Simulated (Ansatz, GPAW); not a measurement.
Given: the input of a run of GPAW 26.7.0 (ASE script) on LiY3. The cell comes from a database or a generator and needn't be the stable form of this composition.

File run.py:

```python
from ase import Atoms
from ase.dft.bandgap import bandgap
from ase.io import write
from ase.units import GPa
from gpaw import GPAW, PW

atoms = Atoms(['Y', 'Y', 'Y', 'Li'],
              cell=[[-2.36719, 2.36719, 5.326643],
                    [2.36719, -2.36719, 5.326643],
                    [2.36719, 2.36719, -5.326643]],
              scaled_positions=[[0.5, 0.5, 0.0],
                                [0.25, 0.75, 0.5],
                                [0.75, 0.25, 0.5],
                                [0.0, 0.0, 0.0]],
              pbc=True)

calc = GPAW(mode=PW(800),
            xc='PBE',
            kpts={'size': (6, 6, 6), 'gamma': True},
            occupations={'name': 'fermi-dirac', 'width': 0.05},
            setups={'Y': ':d,4.0'},
            nbands=34,
            convergence={'density': 1e-05, 'energy': 1e-05},
            maxiter=150,
            txt='gpaw.txt')
atoms.calc = calc
energy = atoms.get_potential_energy()
forces = atoms.get_forces()
stress = atoms.get_stress()
calc.write('gs.gpw')
write('result.traj', atoms)
print(f'Energy: {energy:.6f} eV')
print('Forces (eV/A):')
print(forces.round(4))
print('Stress (GPa):', (stress / GPa).round(3))
print('Fermi level:', round(calc.get_fermi_level(), 4), 'eV')
print(f'Gap: {bandgap(calc)[0]:.4f} eV, direct: {bandgap(calc, direct=True)[0]:.4f} eV')
```

Potentials or basis: GPAW PAW data sets (gpaw-data 1.2.1), pw.

Launch:

```bash
$ OMP_NUM_THREADS=1 python run.py
```

**Question.** What does the same run look like in Ansatz 0.2.0? Potentials or basis there: Ansatz PAW, cutoff 420 eV.

**Answer.** As run (cutoffs and basis follow the program's own potentials, and thresholds, step limits or extra output files can differ):

input.yaml

```yaml
crystal:
  lattice:
    - [-2.36719, 2.36719, 5.326643]
    - [2.36719, -2.36719, 5.326643]
    - [2.36719, 2.36719, -5.326643]
  atoms:
    - { symbol: "Y", position: [0.5, 0.5, 0.0] }
    - { symbol: "Y", position: [0.25, 0.75, 0.5] }
    - { symbol: "Y", position: [0.75, 0.25, 0.5] }
    - { symbol: Li, position: [0.0, 0.0, 0.0] }
hamiltonian:
  xc: pbe
  pseudopotentials: { kind: paw }
  hubbard: { sites: [{ species: "Y", l: d, u_eff: 4.0 }] }
kpoints:
  mp_grid: { grid: [6, 6, 6] }
scf:
  occupations: { method: fermi_dirac, width: 0.05 }
output:
  forces: true
  stress: true
  eigenvalues: true
```

Potentials or basis: Ansatz PAW.

Launch:

```bash
$ ansatz run input.yaml --threads 2 --pin off --max-ram 5632MiB --backend cpu --events-out ev --progress --plain --runs-dir out
```

Both were run:

|  | GPAW | Ansatz |
| --- | --- | --- |
| Pressure | 7.0 GPa | 5.8 GPa |

Ansatz's pressure holds a Pulay term of +0.00 GPa for its cutoff of 420 eV, which the other run lacks.

The potentials hold 34 and 36 valence electrons a cell.

Where Ansatz's input types no cutoff or centring, it takes its own default and a Γ-centred mesh.

How U acts hangs on each program's projectors.

Pressure is positive in compression.
